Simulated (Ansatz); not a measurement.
**WS2: field gradients at two levels of theory**

Cell: an entry of the Crystallography Open Database (COD), ions relaxed with PBE at fixed cell.

Space group P6_3/mmc (No. 194); a = 3.1532, c = 12.3230 Å, γ = 120.00°.

```csv
site,Wyckoff,site symmetry,x,y,z
W,2c,-6m2,0.3333,0.6667,0.2500
S,4f,3m.,0.3333,0.6667,0.6221
```

One atom of each set is listed.

First run. Level of theory: DFT, PBE, plane waves and PAW, scalar-relativistic, collinear spin, 420 eV cutoff, Γ-centred 16×16×4 k-points, Fermi–Dirac smearing 0.02 eV (Ansatz 0.2.0). Start moments as typed (μB): 2 on each W, none on the rest.

```json
{"site": "W", "V_zz (10²¹ V/m²)": "-16.96", "η": "0.00"}
{"site": "S", "V_zz (10²¹ V/m²)": "-4.29", "η": "0.00"}
```

Second run. The same atoms and settings, except that the functional is LDA.

(1) Given the first result, estimate the second.

## Answers

(1) 

```json
{"site": "W", "V_zz": "-17.22", "η": "0.00", "change of V_zz": "-0.26"}
{"site": "S", "V_zz": "-4.34", "η": "0.00", "change of V_zz": "-0.05"}
```

The largest change of V_zz is on W, from -16.96 to -17.22. In per cent, |V_zz| changes by +2 on W, +1 on S (all sites that start above 0.5).

Without spin–orbit coupling the gradients at and beside W can be off by some per cent, at some sites by more. The start moments die out, and the run ends without spin.
For the second run: At this cell the principal stresses reach 5 GPa in size with LDA, which can matter for small gradients. The largest force is 0.5 eV/Å, so the atoms aren't at the calculated equilibrium and relaxing them would move these values.
